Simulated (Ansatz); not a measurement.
InAs:
```yaml
crystal:
  lattice:
    - [4.31044, 0.00000, 0.00000]
    - [-2.15522, 3.73295, 0.00000]
    - [0.00000, 0.00000, 7.08282]
  atoms:
    - { symbol: In, position: [0.66667, 0.33333, 0.50055] }
    - { symbol: In, position: [0.33333, 0.66667, 0.00055] }
    - { symbol: As, position: [0.66667, 0.33333, 0.87495] }
    - { symbol: As, position: [0.33333, 0.66667, 0.37495] }
```

Relaxed with r²SCAN.

Q: Give the Bader charges and basin volumes of the independent atoms, the program Ansatz at the r²SCAN level (PAW).

A: 

```csv
atom,Bader charge (e),Bader volume (Å³)
In1,+0.85,23.6
As3,-0.85,33.4
```

Space group P6_3mc (wurtzite). The workflow started from a Materials Project entry (that database holds measured and hypothetical structures alike); the Crystallography Open Database copy checked does not list it. It is not the phase usual at ambient conditions (space group No. 216). Symmetry was held in the r²SCAN relaxation; whether a distortion lowers the energy is not shown.

Potentials: the later of the program's two PAW sets.
